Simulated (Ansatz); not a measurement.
PtC:
```cif
data_C4Pt4
_chemical_formula_sum 'Pt4 C4'
_space_group_name_H-M_alt 'F-43m'
_space_group_IT_number 216
_space_group_name_Hall 'F -4 2 3'
_cell_length_a 4.69610
_cell_length_b 4.69610
_cell_length_c 4.69610
_cell_angle_alpha 90.000
_cell_angle_beta 90.000
_cell_angle_gamma 90.000
loop_
_atom_site_label
_atom_site_type_symbol
_atom_site_symmetry_multiplicity
_atom_site_Wyckoff_symbol
_atom_site_fract_x
_atom_site_fract_y
_atom_site_fract_z
_atom_site_occupancy
Pt1 Pt 4 a 0.00000 0.00000 0.00000 1
C1 C 4 d 0.75000 0.75000 0.75000 1
```
(The calculation used a cell of 2 atoms; values per cell refer to that cell.)

Relaxed with r²SCAN.

**Question.** Which orbitals make up the states near the Fermi level in r²SCAN in the plane-wave PAW code Ansatz?

**Answer.** Within 0.5 eV of the Fermi level: Pt 5d 44 %, C 2p 40 %, C 2s 9 %, outside the projected shells 6 %. Projections are on Löwdin-orthogonalised atomic valence shells; empty p or d shells of many metals are not among them.

**Question.** Tabulate the density of states.

**Answer.** States/eV per cell of 2 atoms, in 0.25 eV bins, energy from the Fermi level.

| E (eV) | total | Pt 5d | C 2p | C 2s |
|---|---|---|---|---|
| -7.85 | 1.87 | 0.99 | 0.73 | 0.01 |
| -7.60 | 2.12 | 1.19 | 0.82 | 0.01 |
| -7.35 | 2.60 | 1.62 | 0.91 | 0.01 |
| -7.10 | 3.74 | 2.33 | 1.30 | 0.01 |
| -6.85 | 2.68 | 1.50 | 1.03 | 0.02 |
| -6.60 | 2.02 | 1.14 | 0.77 | 0.01 |
| -6.35 | 1.57 | 0.90 | 0.59 | 0.00 |
| -6.10 | 1.24 | 0.71 | 0.47 | 0.00 |
| -5.85 | 1.06 | 0.61 | 0.40 | 0.00 |
| -5.60 | 1.30 | 0.77 | 0.46 | 0.00 |
| -5.35 | 0.97 | 0.58 | 0.35 | 0.00 |
| -5.10 | 0.02 | 0.01 | 0.00 | 0.00 |
| -4.85 | 0.51 | 0.44 | 0.03 | 0.01 |
| -4.60 | 2.00 | 1.82 | 0.12 | 0.02 |
| -4.35 | 2.87 | 2.56 | 0.20 | 0.03 |
| -4.10 | 2.81 | 2.43 | 0.25 | 0.05 |
| -3.85 | 2.82 | 2.58 | 0.16 | 0.02 |
| -3.60 | 4.67 | 4.22 | 0.31 | 0.02 |
| -3.35 | 0.30 | 0.21 | 0.07 | 0.00 |
| -3.10 | 0.01 | 0.00 | 0.01 | 0.00 |
| -2.85 | 0.00 | 0.00 | 0.00 | 0.00 |
| -2.60 | 0.31 | 0.20 | 0.04 | 0.03 |
| -2.35 | 1.10 | 0.66 | 0.21 | 0.10 |
| -2.10 | 1.16 | 0.64 | 0.29 | 0.10 |
| -1.85 | 0.80 | 0.42 | 0.23 | 0.07 |
| -1.60 | 0.63 | 0.31 | 0.20 | 0.05 |
| -1.35 | 0.54 | 0.25 | 0.19 | 0.04 |
| -1.10 | 0.47 | 0.21 | 0.18 | 0.04 |
| -0.85 | 0.51 | 0.25 | 0.15 | 0.07 |
| -0.60 | 0.75 | 0.37 | 0.23 | 0.10 |
| -0.35 | 0.90 | 0.42 | 0.32 | 0.10 |
| -0.10 | 0.85 | 0.38 | 0.33 | 0.08 |
| 0.15 | 0.80 | 0.34 | 0.33 | 0.07 |
| 0.40 | 0.82 | 0.33 | 0.36 | 0.07 |
| 0.65 | 0.86 | 0.34 | 0.40 | 0.06 |
| 0.90 | 0.94 | 0.36 | 0.45 | 0.06 |
| 1.15 | 1.11 | 0.42 | 0.56 | 0.06 |
| 1.40 | 1.21 | 0.45 | 0.63 | 0.06 |
| 1.65 | 1.21 | 0.44 | 0.64 | 0.06 |
| 1.90 | 1.21 | 0.42 | 0.66 | 0.05 |
| 2.15 | 1.22 | 0.41 | 0.68 | 0.05 |
| 2.40 | 1.22 | 0.40 | 0.70 | 0.04 |
| 2.65 | 1.01 | 0.33 | 0.58 | 0.04 |
| 2.90 | 0.84 | 0.27 | 0.48 | 0.04 |
| 3.15 | 0.76 | 0.24 | 0.41 | 0.05 |
| 3.40 | 0.76 | 0.21 | 0.37 | 0.09 |
| 3.65 | 0.53 | 0.16 | 0.30 | 0.03 |
| 3.90 | 0.44 | 0.14 | 0.26 | 0.02 |
| 4.15 | 0.40 | 0.12 | 0.24 | 0.02 |
| 4.40 | 0.36 | 0.10 | 0.21 | 0.01 |
| 4.65 | 0.24 | 0.07 | 0.15 | 0.01 |

The start of the workflow was typed in or built on a structure type; neither database checked (COD, Materials Project) lists it. Its standing as an ambient phase is unchecked. The cell was relaxed with r²SCAN under the symmetry of its start; whether a distortion lowers the energy is not shown. No spin polarisation was allowed. Its formation energy is positive at this level, so the cell may be metastable or incomplete. Scalar-relativistic: spin–orbit coupling is off unless named, which matters more the heavier the elements.

Potentials: the earlier of the program's two PAW sets.
